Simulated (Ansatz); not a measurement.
Zn3SbN3 (Cm) from a database of computed structures at its r2SCAN geometry, run in the PAW code Ansatz at 2 levels of theory. (Simulation; no magnetic order is allowed.)

The PBE+SOC input:
```yaml
crystal:
  lattice:
    - [3.3887392265, -3.2797573219, 0.0004369292]
    - [3.3887392265, 3.2797573219, 0.0004369292]
    - [-3.21012428, 0.0, 4.5514017197]
  atoms:
    - { symbol: Zn, position: [0.6423619308, 0.6423619308, 0.1176409184] }
    - { symbol: Zn, position: [0.7561388951, 0.3148938293, 0.5198777117] }
    - { symbol: Zn, position: [0.3148938293, 0.7561388951, 0.5198777117] }
    - { symbol: Sb, position: [0.0605032506, 0.0605032506, 0.0030805331] }
    - { symbol: "N", position: [0.4113898011, 0.9419533276, 0.2998410313] }
    - { symbol: "N", position: [0.9419533276, 0.4113898011, 0.2998410313] }
    - { symbol: "N", position: [0.6986189756, 0.6986189756, 0.8119490726] }
kpoints:
  mp_grid: { grid: [6, 6, 6] }
  band_path:
    path:
      - [0.0, 0.0, 0.0]
      - [0.0, 0.0, -0.5]
      - [-0.3547476691, 0.3547476691, -0.5]
      - [0.3547476691, 0.6452523309, -0.5]
      - [0.5, 0.5, -0.5]
      - [-0.5, 0.5, 0.0]
      - [0.0, 0.5, -0.5]
      - [0.0, 0.5, 0.0]
      - [0.247396, -0.247396, 0.0]
      - [-0.005208, -0.005208, 0.304688]
      - [0.0, 0.0, -0.3]
    npoints: 1
hamiltonian:
  xc: pbe
scf:
  occupations: { method: fixed }
  n_extra_bands: 10
magnetization:
  noncollinear: true
  spin_orbit: true
output:
  forces: true
  stress: true
  eigenvalues: true
```

Main results, then, where recorded, the levels near the gap in eV from the Fermi energy (columns number the bands from 0), one row a point of the path (Γ, A, I₂, I, M₂, Y, L₂, V₂, Γ–Y (0.49), (-0.005, -0.005, 0.305), Γ–A (0.60)):
```
Crystal: 7 atoms, lattice volume = 101.180 Å³
Symmetry: 2 space group operations + 2 with time reversal
Magnetic group: BNS 8.33 (UNI 40)
```
```
Basis set: ecut = 420 eV, 1979 PW (Γ)
k-points: 68 of 216 (time reversal used)
SCF converged after 12 iterations
Free energy (F): -17595.271428 eV
Fermi energy:    8.520226 eV
--- Forces (eV/Å), atoms counted from 1 ---
  atom   1  Zn    -0.08399      0.00000    -0.02752
  atom   2  Zn    -0.00119    -0.10387      0.04998
  atom   3  Zn    -0.00119      0.10387      0.04998
  atom   4  Sb      0.33705      0.00000    -0.25176
  atom   5  N     -0.05162    -0.05759      0.10383
  atom   6  N     -0.05162      0.05759      0.10383
  atom   7  N     -0.14741      0.00000    -0.02836
--- Stress (GPa, compression-positive) ---
        4.127786       0.000000      -0.031293
        0.000000       3.890650       0.000000
       -0.031293       0.000000       3.892370
  P = ⅓ Tr σ = 3.9703 GPa (39.703 kbar)
```
```tsv
band_60	band_61	band_62	band_63	band_64	band_65	band_66	band_67	band_68	band_69	band_70	band_71
-1.239	-1.239	-0.887	-0.887	-0.544	-0.544	2.346	2.346	3.285	3.285	4.095	4.095
-1.338	-1.338	-1.142	-1.142	-0.229	-0.229	1.875	1.875	2.705	2.705	2.984	2.984
-0.998	-0.997	-0.687	-0.681	-0.313	-0.295	2.976	3.065	3.535	3.539	4.284	4.308
-0.998	-0.997	-0.687	-0.681	-0.313	-0.295	2.976	3.065	3.535	3.539	4.284	4.308
-1.094	-1.094	-0.557	-0.557	-0.118	-0.118	3.252	3.252	4.052	4.052	4.658	4.658
-0.877	-0.877	-0.842	-0.842	-0.640	-0.640	2.974	2.974	3.276	3.276	4.299	4.299
-1.369	-1.369	-0.696	-0.696	-0.641	-0.641	2.528	2.528	3.318	3.318	3.939	3.939
-1.328	-1.328	-1.245	-1.245	-0.017	-0.017	2.149	2.149	3.296	3.296	3.741	3.741
-1.021	-0.933	-0.795	-0.773	0.021	0.064	1.854	1.959	3.614	3.625	4.117	4.118
-1.221	-1.161	-0.946	-0.942	-0.104	-0.092	1.398	1.443	3.201	3.208	3.632	3.632
-1.233	-1.174	-0.947	-0.944	-0.103	-0.091	1.398	1.444	3.192	3.199	3.618	3.620
```

With PBE+SOC the valence top lies at Γ–Y (0.49 of the way from Γ) and the conduction bottom at k = (-0.005, -0.005, 0.305), 1.33 eV higher; the smallest vertical gap, at Γ–A (0.60 of the way from Γ), is 1.49 eV.

Problem. Another run on the same cell gave
```
Basis set: ecut = 420 eV, 1979 PW (Γ)
k-points: 24 of 64 (time reversal used)
hybrid outer 1: dexx = +4.414e-2 eV, tail = 1.77e-4 eV
hybrid outer 2: dexx = +2.634e-6 eV, tail = 4.97e-8 eV, Δε = 4.76e-3 eV, ΔF = 8.56e-3 eV/Å
hybrid outer 3: dexx = +1.148e-9 eV, tail = 1.50e-9 eV, Δε = 8.89e-5 eV, ΔF = 2.44e-4 eV/Å
hybrid SCF converged: 3 outer / 15 inner (+5 warm-up)
Free energy (F): -17596.442778 eV
Fermi energy:    7.820127 eV
--- Forces (eV/Å), atoms counted from 1 ---
  atom   1  Zn      0.00385      0.00000    -0.07918
  atom   2  Zn      0.01592      0.00042      0.02313
  atom   3  Zn      0.01592    -0.00042      0.02313
  atom   4  Sb    -0.37043      0.00000      0.25802
  atom   5  N       0.03984      0.19445    -0.16799
  atom   6  N       0.03984    -0.19445    -0.16799
  atom   7  N       0.25504      0.00000      0.11091
--- Stress (GPa, compression-positive) ---
        0.607690       0.000000      -0.338239
        0.000000       0.456202       0.000000
       -0.338240       0.000000       0.556328
  P = ⅓ Tr σ = 0.5401 GPa (5.401 kbar)
```
```tsv
band_30	band_31	band_32	band_33	band_34	band_35
-1.359	-1.062	-0.669	3.329	4.312	5.256
-1.579	-1.318	-0.197	2.857	3.685	3.972
-1.091	-0.882	-0.406	4.137	4.619	5.490
-1.091	-0.882	-0.406	4.137	4.619	5.490
-1.117	-0.763	-0.250	4.354	5.184	5.914
-1.008	-0.995	-0.838	4.103	4.343	5.448
-1.615	-0.837	-0.611	3.505	4.368	5.068
-1.545	-1.382	-0.073	3.117	4.370	4.843
-1.192	-0.942	0.001	2.924	4.693	5.290
-1.416	-1.126	-0.098	2.359	4.247	4.703
-1.430	-1.128	-0.099	2.360	4.237	4.689
```
Which level of theory gave it?

Solution. It is HSE06, judged by the exchange loop and the size of the gap (a near hybrid could fit too), on 4×4×4; the blocks that differ from the first input, but for the band path:
```yaml
kpoints:
  mp_grid: { grid: [4, 4, 4] }
hamiltonian:
  xc: hse06
scf:
  occupations: { method: fixed }
  n_extra_bands: 5
```
(magnetization left out)
The HSE06 gap is indirect, 2.36 eV (Γ–Y (0.49 of the way from Γ) to k = (-0.005, -0.005, 0.305)), below the direct gap of 2.46 eV at k = (-0.005, -0.005, 0.305). The mean pressure at these positions is +0.5 GPa, compression counted positive. The stress of a hybrid is loosely converged here.

Small level splittings and stresses of the hybrids carry the error of their coarser meshes.

Totals of different functionals, or with and without spin-orbit coupling, can't be compared.

Only the levels marked +SOC include spin-orbit coupling.
